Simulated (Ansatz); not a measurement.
# CaCuBr: relaxation (Ansatz)

Launch command:

```bash
ansatz run input.yaml --threads 1 --pin off --max-ram 2560MiB --backend cpu --events-out ev --progress --plain --runs-dir out
```

Input:

```yaml
crystal:
  lattice:
    - [4.016154, 0.0, 0.0]
    - [0.0, 4.016154, 0.0]
    - [0.0, 0.0, 8.235302]
  atoms:
    - { symbol: Ca, position: [0.0, 0.5, 0.14] }
    - { symbol: Ca, position: [0.5, 0.0, 0.86] }
    - { symbol: Cu, position: [0.0, 0.0, 0.0] }
    - { symbol: Cu, position: [0.5, 0.5, 0.0] }
    - { symbol: Br, position: [0.0, 0.5, 0.67] }
    - { symbol: Br, position: [0.5, 0.0, 0.33] }
  symmetry: { tolerance: 0.0003 }
kpoints:
  mp_grid: { grid: [5, 5, 3], shift: [0, 0, 0] }
magnetization:
  spin_polarized: false
scf:
  occupations: { method: fermi_dirac, width: 0.0125 }
hamiltonian:
  pseudopotentials: { kind: paw }
  xc: revpbe
basis:
  ecutwfc: 420
output:
  forces: true
  stress: true
  eigenvalues: true
relax:
  max_steps: 40
  cell: {}
```

Origin of the cell: a known structure type with other elements, at an estimated volume, so it need not be a known compound.

Output (shortened):

```
Pseudopotentials: kind: paw
Pseudopotential: Ca, paw, valence charge 10, recommended cutoff 420 eV (normal), Ca.paw.azcp
Pseudopotential: Cu, paw, valence charge 19, recommended cutoff 420 eV (normal), Cu.paw.azcp
Pseudopotential: Br, paw, valence charge 7, recommended cutoff 420 eV (normal), Br.paw.azcp
Functional definition: revPBE
  exchange = pbe_x(kappa = kappa, mu = beta*pi^2/3)
  correlation = pbe_c(beta = beta)
Crystal: 6 atoms, lattice volume = 132.831 Å³
Basis set: ecut = 420 eV, 2603 PW (Γ), exchange–correlation on 54×54×120 points (8 copies of the dense FFT grid, shifted against one another)
Bands: 44, of which v1, the nominal top of the filled ones, is band 36 counted from 1 (35 counted from 0)
Symmetry: 16 space group operations
Space group: P4/nmm (ITA 129), of the structure as read, at distance tolerance 1.5e-3 Å
[… 10 lines left out …]
Initial density: superposition of atomic densities (neutral atoms: chi_scale 0, normalization atom), corrected by the library's trained network
Functional: x = revpbe(κ = 1.245, μ = 0.219515), c = pbe(β = 0.066725)
SCF iter   1: F=—  HF=-22471.166282 eV  Δρ=7.40e-3  dr2=5.59e-2
SCF iter   2: F=—  HF=-22471.170386 eV  Δρ=7.20e-3  dr2=4.93e-2  defer=39
SCF iter   3: F=—  HF=-22471.160550 eV  Δρ=2.55e-3  dr2=9.25e-3  defer=39
SCF iter   4: F=—  HF=-22471.159332 eV  Δρ=7.00e-4  dr2=1.21e-3  defer=39
SCF iter   5: F=—  HF=-22471.159208 eV  Δρ=3.05e-4  dr2=2.17e-4  defer=39
SCF iter   6: F=—  HF=-22471.159201 eV  Δρ=7.21e-5  dr2=8.55e-6  defer=39
SCF iter   7: F=—  HF=-22471.159196 eV  Δρ=1.75e-5  dr2=6.07e-7  defer=39
SCF iter   8: F=—  HF=-22471.159197 eV  Δρ=1.15e-5  dr2=2.09e-7
SCF iter   9: F=-22471.159197 eV  HF=-22471.159197 eV  Δρ=7.20e-6  dr2=6.16e-8
relax step   1: F+E_penalty+E_count = -22471.159197 eV  Δ(F+E_penalty+E_count) = +0.000e0 eV  max|allowed force component| = 7.344e0 eV/Å  Δτ_max = 0.0000 Å  P = +22.792 GPa  Ω = 132.831 Å³ […]
relax step   2: F+E_penalty+E_count = -22474.377081 eV  Δ(F+E_penalty+E_count) = -3.218e0 eV  max|allowed force component| = 4.942e0 eV/Å  Δτ_max = 0.1957 Å  P = +13.285 GPa  Ω = 140.143 Å³ […]
relax step   3: F+E_penalty+E_count = -22476.355498 eV  Δ(F+E_penalty+E_count) = -1.978e0 eV  max|allowed force component| = 2.858e0 eV/Å  Δτ_max = 0.1948 Å  P = +7.038 GPa  Ω = 145.652 Å³  e […]
relax step   4: F+E_penalty+E_count = -22477.460377 eV  Δ(F+E_penalty+E_count) = -1.105e0 eV  max|allowed force component| = 1.054e0 eV/Å  Δτ_max = 0.1983 Å  P = +2.680 GPa  Ω = 150.116 Å³  e […]
relax step   5: F+E_penalty+E_count = -22477.857620 eV  Δ(F+E_penalty+E_count) = -3.972e-1 eV  max|allowed force component| = 1.806e-1 eV/Å  Δτ_max = 0.1950 Å  P = +0.143 GPa  Ω = 149.864 Å³ […]
[… 25 lines left out …]
relax step  31: F+E_penalty+E_count = -22478.537713 eV  Δ(F+E_penalty+E_count) = -2.180e-4 eV  max|allowed force component| = 1.276e-2 eV/Å  Δτ_max = 0.0790 Å  P = +0.050 GPa  Ω = 182.541 Å³ […]
relax step  32: F+E_penalty+E_count = -22478.537385 eV  Δ(F+E_penalty+E_count) = +3.273e-4 eV  max|allowed force component| = 6.545e-3 eV/Å  Δτ_max = 0.0430 Å  P = -0.005 GPa  Ω = 186.174 Å³ […]
relax step  33: F+E_penalty+E_count = -22478.537252 eV  Δ(F+E_penalty+E_count) = +1.340e-4 eV  max|allowed force component| = 6.534e-3 eV/Å  Δτ_max = 0.0110 Å  P = +0.011 GPa  Ω = 186.906 Å³ […]
relax step  34: F+E_penalty+E_count = -22478.537393 eV  Δ(F+E_penalty+E_count) = -1.412e-4 eV  max|allowed force component| = 2.145e-4 eV/Å  Δτ_max = 0.0091 Å  P = +0.002 GPa  Ω = 186.264 Å³ […]
relax step  35: F+E_penalty+E_count = -22478.538526 eV  Δ(F+E_penalty+E_count) = -1.133e-3 eV  max|allowed force component| = 2.444e-4 eV/Å  Δτ_max = 0.0000 Å  P = -0.011 GPa  Ω = 186.264 Å³  stress off target by 1.59e-2 GPa […]
SCF 35 converged in 10 iterations: F = -22478.538526 eV  dr2 = 4.21e-11
basis re-selected at this cell: Δ(F+E_penalty+E_count) = -1.133e-3 eV, ΔP = -0.012 GPa vs the last step (what re-selecting the basis moved, of the pressure what is left beyond the Pulay corre […]
SCF converged after 10 iterations
Free energy (F): -22478.538526 eV
Harris-Foulkes:  -22478.538526 eV  (|F-HF|=1.82e-11)
Internal energy: -22478.538522 eV  (E = F + TS)
E sigma→0 (E₀):  -22478.538524 eV
Entropy (-TS):   -0.000003 eV (-0.001 meV/atom)
Fermi energy:    5.754813 eV
--- Per-component energies (eV) ---
  E_band       = -1511.528835
  E_kinetic    = 1420.878403
  E_local      = -29571.316578  (includes V_loc(G=0)·N_el)
  E_nonlocal   = 1045.428773
  E_hartree    = 13714.789260
  E_xc         = -982.993695
  E_vxc        = -778.104921  (∫ρ·V_xc dr)
  E_paw        = -9558.566538  (= ΣΔE_a)
  E_vpaw       = -1057.994963  (= ΣTr[D̂ρ^β])
  E_aug_tail   = 0.000517  (compensation charges beyond the density's cutoff)
  E_ewald      = 1453.461350
  E_core_change = -0.220014  (= ΣΔE_core)
  E_smearing   = -0.000003  (= −TS)
  Σ components = -22478.538526   (vs F -22478.538526, Δ=0.00e0)
--- Forces (eV/Å), atoms counted from 1 ---
  atom   1  Ca     0.000000    -0.000000     0.000244
  atom   2  Ca    -0.000000     0.000000    -0.000244
  atom   3  Cu     0.000000    -0.000000    -0.000000
  atom   4  Cu    -0.000000     0.000000    -0.000000
  atom   5  Br    -0.000000    -0.000000    -0.000062
  atom   6  Br     0.000000     0.000000     0.000062
  max |Σ_I F_I| component: 5.55e-17 eV/Å
--- Stress (GPa, compression-positive) ---
       -0.015934      -0.000000      -0.000000
       -0.000000      -0.015934      -0.000000
       -0.000000      -0.000000      -0.000459
  P = ⅓ Tr σ = -0.0108 GPa (-0.108 kbar)
--- Relaxed structure (31 steps of the walk, 28 accepted, 4 SCFs on fresh bases) ---
  F+E_penalty+E_count = -22478.538526 eV   max|allowed force component| = 2.444e-4 eV/Å   (the final SCF, on the basis selected at the relaxed cell)
  cell:  # Å, volume = 186.2635 Å³
    - [3.683248, 0.0, 0.0]
    - [0.0, 3.683248, 0.0]
    - [0.0, 0.0, 13.729854]
  atoms:
    - { symbol: Ca, position: [0.0, 0.5, 0.178066] }
    - { symbol: Ca, position: [0.5, 0.0, 0.821934] }
    - { symbol: Cu, position: [0.0, 0.0, 3.686e-19] }
    - { symbol: Cu, position: [0.5, 0.5, 3.686e-19] }
    - { symbol: Br, position: [0.0, 0.5, 0.708904] }
    - { symbol: Br, position: [0.5, 0.0, 0.291096] }
```

Caveats: forces of this functional can be a tenth off on datasets made under PBE; no dispersion correction, so spacings can come out too large where layers or molecules are weakly bound; the given cell is far from equilibrium, with atoms too close or a volume far off; the relaxation held the start's symmetry, so the end may be a saddle point.

The run took 3.7 min on 1 thread of Arm Neoverse V2, on a shared host, peak memory 0.44 GiB, from the program's own first density.
